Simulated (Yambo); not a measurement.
Yambo input for CsHF$_{2}$ (space group I4/mcm, No. 140) (a = 5.8142 Å, b = 5.8142 Å, c = 5.8142 Å, α = 116.57°, β = 116.57°, γ = 96.04°), on PBEsol (Quantum ESPRESSO, PseudoDojo norm-conserving, 84 Ry, no spin-orbit coupling) wavefunctions on a 4×4×4 mesh:

```
optics
chi
dipoles
kernel
FFTGvecs= 40 Ry
Chimod= "HARTREE"
NGsBlkXd= 3 Ry
% QpntsRXd
 1 | 1 |
%
% BndsRnXd
 1 | 109 |
%
GrFnTpXd= "R"
% EnRngeXd
 0.0 | 20.0 | eV
%
% DmRngeXd
 0.2 | 0.2 | eV
%
CGrdSpXd= 50
ETStpsXd= 161
% LongDrXd
 0.0 | 0.0 | 1.0 |
%
```

First lines of the file o-*.eps_q1_inv_rpa_dyson:

```
Absorption @ Q(1):   0.00000000     0.00000000     1.00000000    [q->0 direction]
#
# [ X ] Hartree size     :   89
# [GEN] GF Energies     : Perdew, Burke & Ernzerhof SOL(X)+Perdew, Burke & Ernzerhof SOL(C)
# [GEN] Green`s Function     : Retarded
#
# [GEN] Gauge     : Length
# [GEN] [r,Vnl] included     : yes
#
#    E[1] [eV]     Im(eps)     Re(eps)     Im(eps_o)     Re(eps_o)
#
     0.000000     -0.37938E-09     2.046430     0.22901E-17     2.286899
     0.125000     0.319043E-3     2.046530     0.411028E-3     2.287027
     0.250000     0.638607E-3     2.046829     0.822700E-3     2.287412
     0.375000     0.959216E-3     2.047327     0.001236     2.288054
     0.500000     0.001281     2.048026     0.001651     2.288955
     0.625000     0.001606     2.048927     0.002068     2.290115
     0.750000     0.001933     2.050031     0.002489     2.291537
     0.875000     0.002263     2.051340     0.002914     2.293223
     1.000000     0.002597     2.052856     0.003343     2.295175
     1.125000     0.002935     2.054582     0.003778     2.297397
     1.250000     0.003278     2.056521     0.004219     2.299892
     1.375000     0.003628     2.058676     0.004667     2.302664
     1.500000     0.003983     2.061050     0.005123     2.305719
     1.625000     0.004345     2.063648     0.005587     2.309060
     1.750000     0.004716     2.066475     0.006061     2.312694
     1.875000     0.005094     2.069535     0.006545     2.316627
     2.000000     0.005483     2.072835     0.007041     2.320866
     2.125000     0.005881     2.076380     0.007550     2.325418
     2.250000     0.006291     2.080177     0.008073     2.330292
     2.375000     0.006714     2.084233     0.008610     2.335496
     2.500000     0.007150     2.088557     0.009164     2.341040
     2.625000     0.007600     2.093158     0.009736     2.346936
     2.750000     0.008067     2.098044     0.010327     2.353193
     2.875000     0.008551     2.103227     0.010939     2.359826
     3.000000     0.009055     2.108717     0.011575     2.366848
     3.125000     0.009579     2.114527     0.012235     2.374273
     3.250000     0.010126     2.120671     0.012923     2.382118
     3.375000     0.010698     2.127164     0.013640     2.390401
     3.500000     0.011298     2.134021     0.014390     2.399141
     3.625000     0.011927     2.141260     0.015175     2.408358
     3.750000     0.012589     2.148901     0.015999     2.418076
     3.875000     0.013287     2.156965     0.016866     2.428321
     4.000000     0.014025     2.165476     0.017780     2.439119
```
(The file goes on to the top of the energy range.) Convergence of the RPA response with its 4×4×4 mesh was not tested.

Geometry of the Materials Project entry, not relaxed at this level.

The structure is a Materials Project entry; no match was found in the copy of COD used, and its stability was not checked.
